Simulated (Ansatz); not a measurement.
**Calculated 209Bi NMR of the central transition for BiTe under strain**

Cell: a COD entry, relaxed with PBE at fixed cell and then changed (z compressed by 3 %, ions relaxed).

```cif
data_structure
_symmetry_space_group_name_H-M 'P 1'
_symmetry_Int_Tables_number 1
_cell_length_a 4.4220
_cell_length_b 4.4220
_cell_length_c 23.3285
_cell_angle_alpha 90.000
_cell_angle_beta 90.000
_cell_angle_gamma 120.000
_cell_volume 395.05
loop_
_atom_site_label
_atom_site_type_symbol
_atom_site_fract_x
_atom_site_fract_y
_atom_site_fract_z
_atom_site_occupancy
Bi1 Bi 0.00000 0.00000 0.12373 1
Bi2 Bi 0.00000 0.00000 0.87627 1
Bi3 Bi 0.33333 0.66667 0.29229 1
Bi4 Bi 0.66667 0.33333 0.70771 1
Bi5 Bi 0.66667 0.33333 0.46422 1
Bi6 Bi 0.33333 0.66667 0.53578 1
Te7 Te 0.33333 0.66667 0.05124 1
Te8 Te 0.66667 0.33333 0.94876 1
Te9 Te 0.66667 0.33333 0.20854 1
Te10 Te 0.33333 0.66667 0.79146 1
Te11 Te 0.00000 0.00000 0.36567 1
Te12 Te 0.00000 0.00000 0.63433 1
```

Sites (sets of like atoms) are named by element and the number of their first atom in this list.

All values are calculated (Ansatz; DFT, PBE, plane waves and PAW, scalar-relativistic, 420 eV cutoff, Γ-centred 11×11×2 k-points, Fermi–Dirac smearing 0.05 eV), not measured.

209Bi has I = 9/2 and Q = -516.0 mb (Pyykkö 2018); at 18.8 T its Larmor frequency is ν₀ = 130.9 MHz (from the bare nuclear moment; shielding lowers the observed one by a per cent or two). Only the quadrupole interaction is simulated: positions count from each site's isotropic chemical shift, and shift anisotropy, dipolar and J coupling are left out, though they dominate static lines narrower than about 10 kHz.

Task: Give C_Q, η, the quadrupolar product P_Q = |C_Q|(1 + η²/3)^½, the second-order isotropic shift and the breadth of the pattern (static powder) for each Bi site.

Result: 

```csv
site,first shell,C_Q (MHz),η,P_Q (MHz),δ_QIS (ppm),breadth (kHz)
Bi1,6 Te at 3.06–3.23 Å,0.336,0.00,0.336,-0.00913,0.00623
Bi3,6 Te at 3.07–3.21 Å,-20.6,0.00,20.6,-34.4,23.4
Bi5,"3 Bi at 3.05 Å, 3 Te at 3.44 Å",-73.5,0.00,73.5,-438,299
```

δ_QIS = −(ν_Q²/30ν₀²)[I(I+1) − 3/4](1 + η²/3) × 10⁶ ppm with ν_Q = 3|C_Q|/[2I(2I−1)]; it falls as 1/B₀² in ppm, and the breadth as 1/B₀ in kHz.

An axis of threefold or higher order runs through Bi1, Bi3 and Bi5, so V_zz lies along it and η is zero.

Spin–orbit coupling is left out, which shifts gradients on Bi by a few per cent in wide-gap crystals, and can shift them far more where the calculated gap is small or absent, as here. Newer work puts Q(²⁰⁹Bi) near −420 mb, which would lower these couplings by about a fifth. With a gap of 0.19 eV under a smearing of 0.05 eV the band edges are partly filled, so small gradients can hang on the smearing and the k-mesh.
